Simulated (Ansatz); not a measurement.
# Vibrational response of Ga3SbAs2

Method: Ansatz 0.2.0, DFT PBE, scalar-relativistic, plane waves, PAW. Cutoff 420 eV, 12×12×12 k-points (Γ-centred), Fermi-Dirac smearing of 0.15 eV. No spin polarisation. Phonons by linear response, acoustic sum rule imposed.

Relaxed structure:
```xyz
6
Lattice="-2.0881 2.0881 8.8606 2.0881 -2.0881 8.8606 2.0881 2.0881 -8.8606" Properties=species:S:1:pos:R:3 pbc="T T T"
Ga    0.0000    0.0000   11.6735
Ga    0.0000    0.0000    6.0476
Ga    0.0000    0.0000    0.0000
Sb    0.0000    2.0881    4.4303
As    2.0881    0.0000    7.4543
As    2.0881    0.0000    1.4063
```

It was reached by relaxing an invented guess, and it needn't be the stable form of this composition. In a metal, frequencies depend on the k mesh and the smearing, soft modes most. Spin–orbit coupling is left out, which matters for heavy elements.

Optical modes at Γ:
```
frequency (cm⁻¹)  degeneracy
              58           2
              71           2
             138           1
             149           1
             210           2
             223           2
             224           1
             235           2
             237           1
             239           1
```

All 15 optical modes at Γ are real: no displacement of atoms at fixed cell lowers the energy to second order. Strains and modes at other wave vectors aren't tested by this run.
